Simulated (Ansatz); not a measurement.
Profile along the Sn–Sn line in Sn (diamond)

Sn (diamond)

```
CELL_PARAMETERS angstrom
      0.00000     3.28336     3.28336
      3.28336     0.00000     3.28336
      3.28336     3.28336     0.00000
ATOMIC_POSITIONS crystal
  Sn 0.25000 0.25000 0.25000
  Sn 0.00000 0.00000 0.00000
```

Fields along a shortest Sn–Sn line of a {110} plane (2.84 Å), from Sn to Sn, interpolated on the slice's grid (step about 0.2 Å). Calculation: r2SCAN (plane waves to 500 eV, PAW, scalar-relativistic; Ansatz, a first-principles code). k mesh 12×12×12. Inside the PAW spheres the values are not all-electron values, and peaks at nuclei hang on which shells count as valence. Sn was relaxed with its symmetry unable to fall.

| distance from Sn (Å) | valence electron density (e/Å³) | electron localisation function |
|---|---|---|
| 0.00 | 16.70 | x |
| 0.28 | 11.31 | x |
| 0.57 | 3.84 | 0.10 |
| 0.85 | 0.98 | 0.28 |
| 1.14 | 0.43 | 0.45 |
| 1.42 | 0.36 | 0.68 |
| 1.70 | 0.43 | 0.44 |
| 1.99 | 0.98 | 0.28 |
| 2.27 | 3.84 | 0.10 |
| 2.56 | 11.31 | x |
| 2.84 | 15.89 | x |

x: too close to a nucleus for the ELF to mean much.

Density on the Sn–Sn line (2.84 Å) at its midpoint: 0.36 e/Å³. ELF at that point: 0.7. ELF maximum in the middle third of the Sn–Sn line: 0.68, 1.4 Å from Sn.
